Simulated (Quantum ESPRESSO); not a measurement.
Al4O4NF, input and log of a self-consistent run

Computed values, not a measurement. The program is pw.x of Quantum ESPRESSO 7.5 (plane-wave density functional theory). The cell is made up: 10 atoms on a corundum lattice, with randomly drawn elements, strain and displacements, not relaxed. PseudoDojo standard norm-conserving files (v0.5 for PBE, v0.4.1 for LDA and PBEsol) set the functional; there is no spin polarisation, spin-orbit coupling or dispersion term, and the masses in the input are unused placeholders.

Input:

```
&control calculation='scf', pseudo_dir='./dojo.nc.sr.pbe.v0_5.standard.upf', outdir='./o', disk_io='low', tprnfor=.true., tstress=.true. /
&system ibrav=0, nat=10, ntyp=4, nbnd=30, ecutwfc=84.00895049, nosym=.true., tot_charge=0,
 occupations='smearing', smearing='fd', degauss=0.0018374661
/
&electrons conv_thr=7.350e-09, electron_maxstep=60, /
ATOMIC_SPECIES
Al 1.0 Al.upf
F 1.0 F.upf
N 1.0 N.upf
O 1.0 O.upf
CELL_PARAMETERS angstrom
2.4822 1.3579 4.5043
-2.449 1.3629 4.4844
0.021 -2.8154 4.5244
ATOMIC_POSITIONS angstrom
Al 0.0359 -0.0153 4.8037
Al 0.0627 0.0511 1.9943
Al 0.1014 -0.0058 8.7104
Al 0.0562 -0.0676 11.5161
O -0.8789 1.2601 7.9763
O -0.7877 -1.5287 7.876
N 1.706 0.0261 7.9177
O 1.0419 -1.4022 5.5058
O 0.6618 1.5957 5.651
F -1.8165 -0.1526 5.5665
K_POINTS automatic
5 5 5 1 1 1
```

The log is shortened where brackets say so; the opening notice, blank lines, dates and the lines on written files are dropped, and the path of the files is cut. It prints rydbergs, bohrs and kilobars, and counts compression as positive stress. With no partly filled state, the Fermi energy that it prints is only some level between the filled and the empty states on the mesh, and need not lie in the true gap.

```
     Program PWSCF v.7.5
     Parallel version (MPI & OpenMP), running on       4 processor cores
     Number of MPI processes:                 4
     Threads/MPI process:                     1
     [start-up lines left out]
     bravais-lattice index     =            0
     lattice parameter (alat)  =      10.0518  a.u.
     unit-cell volume          =     625.8832 (a.u.)^3
     number of atoms/cell      =           10
     number of atomic types    =            4
     number of electrons       =        48.00
     number of Kohn-Sham states=           30
     kinetic-energy cutoff     =      84.0090  Ry
     charge density cutoff     =     336.0358  Ry
     scf convergence threshold =      7.3E-09
     mixing beta               =       0.7000
     number of iterations used =            8  plain     mixing
     Exchange-correlation= PBE
                           (   1   4   3   4   0   0   0)
     [axes and pseudopotential details left out]
   Cartesian axes
     site n.     atom                  positions (alat units)
         1        Al     tau(   1) = (   0.0067491  -0.0028764   0.9030863  )
         2        Al     tau(   2) = (   0.0117875   0.0096067   0.3749245  )
         3        Al     tau(   3) = (   0.0190630  -0.0010904   1.6375383  )
         4        Al     tau(   4) = (   0.0105655  -0.0127087   2.1650045  )
         5        O      tau(   5) = (  -0.1652315   0.2368964   1.4995290  )
         6        O      tau(   6) = (  -0.1480861  -0.2873926   1.4806728  )
         7        N      tau(   7) = (   0.3207247   0.0049067   1.4885123  )
         8        O      tau(   8) = (   0.1958752  -0.2636109   1.0350797  )
         9        O      tau(   9) = (   0.1244171   0.2999885   1.0623771  )
        10        F      tau(  10) = (  -0.3414985  -0.0286885   1.0464912  )
     number of k points=    63  Fermi-Dirac smearing, width (Ry)=  0.0018
                       cart. coord. in units 2pi/alat
        k(    1) = (  -0.0004757   0.0008494   0.1180978), wk =   0.0320000
        k(    2) = (  -0.0010440  -0.2533608   0.1950471), wk =   0.0320000
     [further k points left out]
     Dense  grid:    65093 G-vectors     FFT dimensions: (  60,  60,  60)
     Estimated max dynamical RAM per process >     150.21 MB
     Estimated total dynamical RAM >     553.17 MB
     Initial potential from superposition of free atoms
     starting charge      47.9902, renormalised to      48.0000
     Starting wfcs are   40 randomized atomic wfcs
     total cpu time spent up to now is        2.9 secs
     per-process dynamical memory:   120.6 Mb
     Self-consistent Calculation
     iteration #  1     ecut=    84.01 Ry     beta= 0.70
     Davidson diagonalization with overlap
     ethr =  1.00E-02,  avg # of iterations =  3.2
     total cpu time spent up to now is        7.6 secs
     total energy              =    -220.79775498 Ry
     estimated scf accuracy    <       2.42360520 Ry
     iteration #  2     ecut=    84.01 Ry     beta= 0.70
     Davidson diagonalization with overlap
     ethr =  5.05E-03,  avg # of iterations =  2.2
     total cpu time spent up to now is       12.3 secs
     total energy              =    -221.44972160 Ry
     estimated scf accuracy    <       2.01896190 Ry
     iteration #  3     ecut=    84.01 Ry     beta= 0.70
     Davidson diagonalization with overlap
     ethr =  4.21E-03,  avg # of iterations =  2.0
     total cpu time spent up to now is       16.3 secs
     total energy              =    -221.81356844 Ry
     estimated scf accuracy    <       0.04215536 Ry
     iteration #  4     ecut=    84.01 Ry     beta= 0.70
     Davidson diagonalization with overlap
     ethr =  8.78E-05,  avg # of iterations =  8.8
     total cpu time spent up to now is       22.3 secs
     total energy              =    -221.83302966 Ry
     estimated scf accuracy    <       0.00648416 Ry
     iteration #  5     ecut=    84.01 Ry     beta= 0.70
     Davidson diagonalization with overlap
     ethr =  1.35E-05,  avg # of iterations =  6.0
     total cpu time spent up to now is       27.7 secs
     total energy              =    -221.83363407 Ry
     estimated scf accuracy    <       0.00205827 Ry
     [iterations 6 to 7 left out]
     iteration #  8     ecut=    84.01 Ry     beta= 0.70
     Davidson diagonalization with overlap
     ethr =  4.38E-08,  avg # of iterations =  3.7
     total cpu time spent up to now is       41.2 secs
     total energy              =    -221.83366574 Ry
     estimated scf accuracy    <       0.00000586 Ry
     iteration #  9     ecut=    84.01 Ry     beta= 0.70
     Davidson diagonalization with overlap
     ethr =  1.22E-08,  avg # of iterations =  2.0
     total cpu time spent up to now is       45.1 secs
     total energy              =    -221.83366597 Ry
     estimated scf accuracy    <       0.00000156 Ry
     iteration # 10     ecut=    84.01 Ry     beta= 0.70
     Davidson diagonalization with overlap
     ethr =  3.25E-09,  avg # of iterations =  2.0
     total cpu time spent up to now is       48.9 secs
     total energy              =    -221.83366614 Ry
     estimated scf accuracy    <       0.00000011 Ry
     iteration # 11     ecut=    84.01 Ry     beta= 0.70
     Davidson diagonalization with overlap
     ethr =  2.37E-10,  avg # of iterations =  3.0
     total cpu time spent up to now is       53.6 secs
     total energy              =    -221.83366619 Ry
     estimated scf accuracy    <       0.00000001 Ry
     iteration # 12     ecut=    84.01 Ry     beta= 0.70
     Davidson diagonalization with overlap
     ethr =  2.68E-11,  avg # of iterations =  2.0
     total cpu time spent up to now is       57.7 secs
     End of self-consistent calculation
          k =-0.0005 0.0008 0.1181 (  8147 PWs)   bands (ev):
   -18.9262 -11.2178  -9.7640  -9.5051  -8.9976  -3.5592  -1.7850  -1.3595
    -0.4852   1.2116   1.6420   2.3694   3.3562   3.7492   4.4309   4.4881
     4.6840   5.3477   5.6070   5.9463   6.3851   7.2642   8.5058   8.9068
    11.2257  14.9095  15.3684  16.7419  16.9918  17.1991
     [levels at the other k points left out]
     the Fermi energy is     9.7854 ev
!    total energy              =    -221.83366619 Ry
     estimated scf accuracy    <          4.4E-09 Ry
     smearing contrib. (-TS)   =      -0.00000000 Ry
     internal energy E=F+TS    =    -221.83366619 Ry
     The total energy is F=E-TS. E is the sum of the following terms:
     one-electron contribution =     -49.95963180 Ry
     hartree contribution      =      58.86983969 Ry
     xc contribution           =     -60.33600635 Ry
     ewald contribution        =    -170.40786772 Ry
     convergence has been achieved in  12 iterations
     Forces acting on atoms (cartesian axes, Ry/au):
     atom    1 type  1   force =     0.05663746   -0.02199012   -0.12688575
     atom    2 type  1   force =    -0.08313820    0.03858422    0.10840004
     atom    3 type  1   force =    -0.05496566   -0.10711311   -0.06589180
     atom    4 type  1   force =    -0.05136198   -0.03416219    0.11432892
     atom    5 type  4   force =    -0.03873917    0.10099905   -0.08193835
     atom    6 type  4   force =     0.05195052   -0.00167486   -0.01502313
     atom    7 type  3   force =     0.07088009    0.04689010   -0.04632400
     atom    8 type  4   force =    -0.04571347   -0.03838397    0.10254178
     atom    9 type  4   force =     0.03462653   -0.05405746   -0.01261381
     atom   10 type  2   force =     0.05982388    0.07090834    0.02340610
     Total force =     0.365895     Total SCF correction =     0.000020
     Computing stress (Cartesian axis) and pressure
          total   stress  (Ry/bohr**3)                   (kbar)     P=      -10.93
   0.00020923  -0.00013928  -0.00013652           30.78      -20.49      -20.08
  -0.00013928   0.00016148   0.00008317          -20.49       23.75       12.23
  -0.00013652   0.00008317  -0.00059365          -20.08       12.23      -87.33
     init_run     :      2.72s CPU      2.81s WALL (       1 calls)
     electrons    :     54.61s CPU     54.84s WALL (       1 calls)
     forces       :      0.72s CPU      0.73s WALL (       1 calls)
     stress       :      2.46s CPU      2.46s WALL (       1 calls)
     [timing details left out]
     PWSCF        :   1m 0.58s CPU   1m 0.94s WALL
     JOB DONE.
```

In other units: free energy -3018.201 eV for the cell, pressure -1.09 GPa, largest force component 3.262 eV/Å. A rerun of a related cell, with the same atoms placed differently, at a cutoff of 1437 eV and k mesh 7 x 7 x 7 moved values by no more than 0.003 eV in energy, 0.02 GPa in stress and 0.002 eV/Å in force.